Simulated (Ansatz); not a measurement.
The relaxed structure here is a generated cell of GaAs: the first start was made by a random draw of sites in a space group, and the end was not matched to a known phase here, so it may be hypothetical. Known forms of GaAs include space group No. 216.

One stationary structure of GaAs. All values below come from PBE (plane waves to 420 eV, PAW, scalar-relativistic; Ansatz, an electronic-structure program).

```xyz
8
Lattice="6.8770 0.0000 0.0000 0.0000 6.8770 0.0000 0.0000 0.0000 6.8770" Properties=species:S:1:pos:R:3 pbc="T T T"
As     4.2981     4.2981     4.2981
As     6.0174     2.5789     0.8596
As     2.5789     0.8596     6.0174
As     0.8596     6.0174     2.5789
Ga     0.8596     0.8596     0.8596
Ga     2.5789     6.0174     4.2981
Ga     6.0174     4.2981     2.5789
Ga     4.2981     2.5789     6.0174
```

**Question.** Determine the symmetry and give the standard cell with its independent sites.

**Answer.** Space group P4₃32 (No. 212); a = 6.8770 Å, b = 6.8770 Å, c = 6.8770 Å, α = 90.00°, β = 90.00°, γ = 90.00°

```
atom  site  symmetry       x       y       z
----  ----  --------  ------  ------  ------
As      4b       .32  0.6250  0.6250  0.6250
Ga      4a       .32  0.1250  0.1250  0.1250
```

**Question.** Give the shortest distances between elements (the closest pairs, up to four, under 3.6 Å).

**Answer.** As–Ga 2.43 Å.

| Item | Value |
|---|---|
| Volume per atom | 40.65 Å³ |
| Density | 2.95 g/cm³ |
| Band gap | no gap on the sampled points, where the bands overlap only slightly; such a result is sensitive to mesh and level |

No spin polarisation in the result.

The run could not lose the symmetry of its start: the end is stationary, and may be a saddle point rather than a minimum.

All atoms sit on sites fixed by symmetry, so only the cell could relax.
